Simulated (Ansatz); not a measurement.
La3LuO6: phonons across the zone

All numbers below come from DFT PBE, scalar-relativistic, plane waves, PAW in Ansatz. Cutoff 420 eV, 6×6×2 k-points (Γ-centred), fixed occupations. No spin polarisation. Phonons by linear response, acoustic sum rule imposed.

Relaxed structure:
```xyz
10
Lattice="3.8653 0.0000 0.0000 -1.9326 3.3474 0.0000 0.0000 0.0000 12.1781" Properties=species:S:1:pos:R:3 pbc="T T T"
La    1.9326    1.1158    4.5236
La    1.9326    1.1158   10.8671
La    0.0000    2.2316    7.6584
Lu    0.0000    2.2316    1.5812
O     1.9326    1.1158    1.9970
O     1.9326    1.1158    8.2687
O     0.0000    2.2316    3.7503
O     0.0000    2.2316   10.0904
O     0.0000    0.0000    0.0994
O     0.0000    0.0000    5.9654
```

The cell was found from a structure generator's guess, not taken from experiment. The q mesh is coarse, so values between its points are rough.

Force constants from linear response on a 2×2×1 q mesh.

Path: Γ–M–K–Γ–A–L–H–A | L–M | H–K. Only the points of the 2×2×1 mesh were computed; the rest is interpolation, which is rough on so few points. On the mesh no mode is imaginary. Distance along the path (Å⁻¹), then the branches (cm⁻¹, negative for imaginary; the LO field is included):
```
0.000  0 0 0 53 54 86 86 94 95 97 136 167 176 181 183 198 282 350 351 362 380 399 400 403 403 410 410 451 529 548
0.235  25 28 51 56 71 82 92 97 111 125 140 166 184 187 189 203 268 285 346 355 364 379 397 403 410 416 454 462 525 546
0.469  39 51 62 73 87 99 105 106 130 148 162 178 192 198 202 216 239 254 329 334 340 351 384 400 408 410 473 484 525 542
0.704  45 60 74 85 94 106 111 114 123 146 176 195 208 208 210 222 236 263 299 324 324 326 368 393 399 411 481 487 524 536
0.939  48 59 79 89 99 107 109 117 120 143 171 201 211 212 220 228 239 268 290 314 318 322 362 385 399 411 480 492 519 535
1.074  44 60 83 88 101 108 114 119 122 143 173 198 205 214 224 232 239 264 287 306 327 335 355 381 406 420 477 488 516 530
1.209  38 61 86 90 103 113 116 123 129 148 176 193 196 218 229 236 242 256 282 300 335 348 356 374 422 436 470 478 506 516
1.345  34 60 86 95 105 109 121 126 139 156 175 188 194 223 235 236 246 248 276 303 327 355 368 379 439 450 459 470 491 498
1.480  33 59 86 100 102 106 124 128 142 160 173 187 194 228 232 241 242 248 273 306 323 355 370 387 444 461 462 463 478 491
1.751  38 59 86 91 103 110 117 123 140 152 170 184 195 218 230 235 238 250 284 308 330 357 366 377 426 435 466 483 504 509
2.022  35 51 78 80 90 100 109 118 138 148 161 165 194 207 211 223 237 250 311 333 342 348 376 396 409 418 472 490 518 535
2.293  6 43 53 59 76 82 94 106 108 131 140 166 186 188 192 205 264 276 345 350 362 376 395 403 408 416 459 467 524 546
2.564  0 0 0 53 54 86 86 94 95 97 136 167 176 181 183 198 282 350 351 362 380 399 400 403 403 410 410 451 529 548
2.596  5 5 7 53 53 86 86 94 94 96 136 176 176 179 183 183 350 350 362 362 379 397 399 403 403 406 410 410 494 544
2.661  14 14 22 50 50 87 87 89 94 94 142 176 176 177 183 183 350 350 362 362 379 397 399 403 403 406 410 410 494 544
2.725  23 23 37 46 46 78 87 87 94 94 148 174 176 176 183 183 351 351 361 361 379 398 399 404 404 406 410 410 494 544
2.790  31 31 40 40 51 66 88 88 94 94 153 172 176 176 183 183 351 351 360 360 379 398 399 404 404 405 409 409 494 544
2.939  23 31 46 49 60 66 87 93 96 103 153 166 178 180 185 189 312 325 349 359 379 392 400 403 410 413 428 440 500 544
3.174  24 44 64 64 76 93 98 103 124 138 154 164 191 193 195 206 242 272 339 349 349 362 393 401 410 414 464 482 517 545
3.409  40 52 71 81 94 102 110 110 130 146 176 186 198 204 207 219 232 259 312 328 333 334 377 399 401 410 474 492 518 543
3.643  47 55 78 85 104 108 114 116 120 142 174 206 210 210 212 224 239 259 296 320 320 323 364 387 399 411 480 488 522 536
3.828  47 56 80 84 106 110 112 118 120 142 174 205 210 211 215 228 239 259 293 315 321 327 360 383 401 414 482 484 523 532
3.964  43 63 84 88 104 109 113 120 129 144 178 195 202 215 221 233 240 258 284 307 334 345 349 376 414 427 475 480 516 522
4.099  38 71 84 93 101 111 116 122 138 150 180 188 195 223 226 235 244 254 278 305 332 350 365 372 433 442 463 473 503 505
4.235  36 76 87 91 99 115 119 121 139 160 175 186 194 230 234 236 243 245 277 307 322 353 372 383 445 456 458 467 484 492
4.438  37 74 84 94 100 112 119 121 140 157 176 185 194 225 234 236 243 248 277 307 325 354 370 380 439 449 460 472 492 495
4.709  42 64 78 90 97 105 113 116 143 148 172 174 193 212 220 231 240 248 296 316 336 348 369 388 413 425 475 485 512 525
4.980  40 49 62 66 87 96 103 104 136 141 152 160 193 197 200 213 242 255 336 343 346 357 387 403 407 415 470 483 520 541
5.251  27 28 47 49 66 66 88 92 100 104 152 165 179 181 186 190 306 318 350 358 377 390 399 404 409 414 433 445 502 544
5.386  47 55 79 84 107 109 113 117 119 142 174 208 211 211 213 227 238 259 295 318 319 322 362 385 399 411 483 484 524 534
5.451  47 55 79 85 106 109 111 117 120 142 173 206 211 213 213 227 239 260 294 318 318 322 362 385 399 411 482 486 524 534
5.515  47 57 79 87 103 109 110 117 120 142 172 204 211 213 217 227 239 263 293 316 318 322 362 385 399 411 480 489 522 535
5.580  47 58 79 88 100 108 109 117 120 143 171 202 211 212 220 228 239 267 291 314 318 322 362 385 399 411 480 491 520 535
5.644  48 59 79 89 99 107 109 117 120 143 171 201 211 212 220 228 239 268 290 314 318 322 362 385 399 411 480 492 519 535
5.676  36 75 88 90 99 116 118 122 139 161 174 186 194 233 233 238 242 243 277 308 321 353 372 385 445 460 462 464 479 490
5.741  35 70 87 93 99 116 120 123 140 161 174 187 194 231 233 239 242 245 276 307 322 354 372 385 445 460 462 464 479 490
5.805  34 64 86 96 100 112 124 125 141 160 174 187 194 230 233 240 242 247 274 306 323 354 371 386 444 460 462 464 478 490
5.870  33 60 86 100 101 107 124 127 142 160 173 187 194 229 233 241 242 248 273 306 323 355 370 387 444 461 462 463 478 491
```
